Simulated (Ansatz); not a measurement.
This MgZn₂S₃ structure is the end of a relaxation. The cell was found from a structure generator's guess, not taken from experiment.

Method: DFT PBE, scalar-relativistic, plane waves, PAW (Ansatz). Cutoff 420 eV, Γ-centred mesh, Gaussian smearing, no spin polarisation.

```yaml
crystal:
  lattice:
    - [3.90608, 0.00000, 0.00000]
    - [-1.95304, 3.38276, 0.00000]
    - [0.00000, 0.00000, 9.59007]
  atoms:
    - { symbol: Mg, position: [0.00000, 0.00000, 0.99998] }
    - { symbol: Zn, position: [0.66667, 0.33333, 0.33743] }
    - { symbol: Zn, position: [0.33333, 0.66667, 0.66207] }
    - { symbol: S, position: [0.66667, 0.33333, 0.09164] }
    - { symbol: S, position: [0.33333, 0.66667, 0.41644] }
    - { symbol: S, position: [0.00000, 0.00000, 0.74243] }
```

The zero of energy is the elements' standard structures at the same level; no fitted shifts are applied.

Task: Find its symmetry and describe it.

Result: P3m1 (No. 156), with Mg and Zn ordered on zinc blende sites. Conventional cell: a = 3.906 Å, c = 9.590 Å. Mg has 4 S at 2.42–2.47 Å; Zn on its first site is surrounded by 4 S at 2.36–2.38 Å; around Zn on its second site lie 4 S at 2.36–2.38 Å; around S on its first site lie 1 Zn at 2.36 Å and 3 Mg at 2.42 Å; 2 more sites not described.

Task: How far does it lie from the elements in energy?

Result: −1.013 eV/atom. A negative formation energy is needed for stability but isn't enough: competing phases decide.

Task: Is it a metal?

Result: No, the gap on the 12×12×4 mesh is 2.23 eV.

The last run used a 12×12×4 mesh (in the run's order of axes) for its 6-atom cell and Gaussian smearing of 0.02 eV. Kohn–Sham gaps at this level usually fall short of measured ones. The reference form of S is held partly by dispersion forces, which this level lacks. A structure relaxed within its symmetry needn't be a true minimum.
